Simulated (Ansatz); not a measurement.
Below is a relaxed structure of Cu3O2. The cell was found from a structure generator's guess, not taken from experiment.

The calculation used Ansatz, DFT PBE, scalar-relativistic, plane waves, PAW. Cutoff 420 eV, Γ-centred mesh, Gaussian smearing, no spin polarisation.

```
Cu O
1.0
     2.96300    1.71069    2.19579
    -2.96300    1.71069    2.19579
     0.00000   -3.42138    2.19579
Cu O
3 2
Cartesian
  1.4815 0.8553 1.0979
  -1.4815 0.8553 1.0979
  0.0000 -1.7107 1.0979
  0.0000 0.0000 1.7323
  0.0000 0.0000 4.8551
```

The zero of energy is the elements' standard structures at the same level (O₂ as a molecule); no fitted shifts are applied.

Problem. What space group does it have?

Solution. R-3m (No. 166). Conventional cell: a = 5.926 Å, c = 6.587 Å. Cu is surrounded by 2 O at 1.82 Å; O is surrounded by 3 Cu at 1.82 Å.

Problem. What is its formation energy per atom?

Solution. −0.39 eV/atom. Whether it is stable depends on the other phases of the system, which aren't compared here.

Problem. Is it a metal?

Solution. Yes, bands cross the Fermi level on the 12×12×12 mesh.

The last run used a 12×12×12 mesh for its 5-atom cell and Gaussian smearing of 0.10 eV. An odd number of electrons in the primitive cell allows no gap without spin; a larger cell or a magnetic state could open one. The cell is a metal run without spin; a magnetic state may lie lower. No Hubbard U is applied to the 3d shell of Cu. Symmetry constrained the relaxation, so the result can be a saddle point.
